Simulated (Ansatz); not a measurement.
A trial cell of In2Ga3P5, before relaxation:

```
In Ga P
1.0
    -1.94099    1.94099   13.72485
     1.94099   -1.94099   13.72485
     1.94099    1.94099  -13.72485
In Ga P
2 3 5
Direct
  0.40000 0.40000 0.00000
  0.60000 0.60000 0.00000
  0.80000 0.80000 0.00000
  0.00000 0.00000 0.00000
  0.20000 0.20000 0.00000
  0.35000 0.85000 0.50000
  0.95000 0.45000 0.50000
  0.55000 0.05000 0.50000
  0.15000 0.65000 0.50000
  0.75000 0.25000 0.50000
```

Method: DFT PBE, scalar-relativistic, plane waves, PAW in Ansatz. Cutoff 420 eV, Gaussian smearing, Γ-centred meshes. Cell and atoms relax first on a coarse mesh and then on a converged one. In between, the cell is made exact in the group found at 0.06 Å. The steps can't lower the symmetry of their start. No spin polarisation.

A guess keeps its type if space group and coordination stay and the shape of the cell changes little (axis ratios within about 15 %, angles within 6°); the volume may change.

Question: Will the relaxed cell still be of the starting type?

Answer: It keeps its type. The symmetry stays I-4m2 (No. 119). The volume per atom grows by 11.2 %, from 20.7 to 23.0 Å³. The shortest distance goes from 2.38 Å (Ga–P and In–P) to 2.41 Å (Ga–P). The ratio c/a of the conventional cell changes by a factor of 1.01. Counting neighbours within 15 % of an atom's shortest distance, the start has Ga 4, In 4, P 4 and the end Ga 4, In 4, P 4.

The last run used a 10×10×10 mesh for its 10-atom cell and Gaussian smearing of 0.02 eV. Symmetry constrained the relaxation, so the result can be a saddle point.
